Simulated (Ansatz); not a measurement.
All numbers below come from Ansatz 0.2.0, DFT PBE, scalar-relativistic, plane waves, PAW. Settings: cutoff 420 eV, Γ-centred meshes spaced at most about 0.3 Å⁻¹, and about 0.25 Å⁻¹ or finer for metals (2π included), Gaussian smearing. No spin polarisation in the final relaxations.

Temperature and zero-point effects are left out. All come from trial cells, and lower structures may exist.

Task: Which of these relaxed structures of Si₈N is the lowest in energy?
A.

```xyz
9
Lattice="-5.9859 5.9859 1.2869 5.9859 -5.9859 1.2869 5.9859 5.9859 -1.2869" Properties=species:S:1:pos:R:3 pbc="T T T"
Si    7.5833    0.0000    0.0000
Si    4.3885    0.0000    0.0000
Si    0.0000    4.3885    0.0000
Si    0.0000    7.5833    0.0000
Si    1.8360    0.0000    0.0000
Si   10.1359    0.0000    0.0000
Si    0.0000   10.1359    0.0000
Si    0.0000    1.8360    0.0000
N     0.0000    0.0000    0.0000
```

B.

```xyz
9
Lattice="6.4363 0.0000 0.0000 0.0000 6.4363 0.0000 0.0000 0.0000 3.3214" Properties=species:S:1:pos:R:3 pbc="T T T"
Si    1.3144    3.2181    1.6607
Si    5.1219    3.2181    1.6607
Si    3.2181    1.3144    1.6607
Si    3.2181    5.1219    1.6607
Si    4.6738    0.0000    0.0000
Si    1.7625    0.0000    0.0000
Si    0.0000    4.6738    0.0000
Si    0.0000    1.7625    0.0000
N     3.2181    3.2181    1.6607
```

Result: B. It has space group P4/mmm (No. 123); the next, A, with space group I4/mmm (No. 139), lies 166 meV/atom higher. Counting Si atoms around N (those within 1.25 times the shortest such distance or 1.15 times the sum of covalent radii), the lowest and the next both have N 4. The lowest and the next both hold Si–Si bonds in all directions. Even the lowest lies +0.51 eV/atom against the elements.

Cells relaxed within their symmetry can be saddle points. Some structure types and database cells were kept out of the candidates from the start, so a known form may be missing.
